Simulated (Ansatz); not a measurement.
Input:

AlNi:
```
CELL_PARAMETERS angstrom
      0.00000     2.40009     2.40009
      2.40009     0.00000     2.40009
      2.40009     2.40009     0.00000
ATOMIC_POSITIONS crystal
  Ni 0.00000 0.00000 0.00000
  Al 0.50000 0.50000 0.50000
```

This is the PBEsol-relaxed structure.

**Question.** All from the program Ansatz at the PBEsol level (PAW), unless another level is named. Estimate the formation energy from the elements (no fitted shifts).

**Answer.** 0.004 eV/atom.

**Question.** Give the density of states at the Fermi level.

**Answer.** 0.36 states/eV per atom (mean over ±0.08 eV).

Space group Fm-3m (rock salt). The start of the workflow was typed in or built on a structure type; neither database checked (COD, Materials Project) lists it. It is not the phase usual at ambient conditions (space group No. 221). The PBEsol relaxation kept the symmetry of its start. At this level the phase is mechanically unstable. The workflow began spin-polarised and lost its moments. The references are the lowest solids computed at this level, not always the standard phases.

Potentials: the later of the program's two PAW sets.
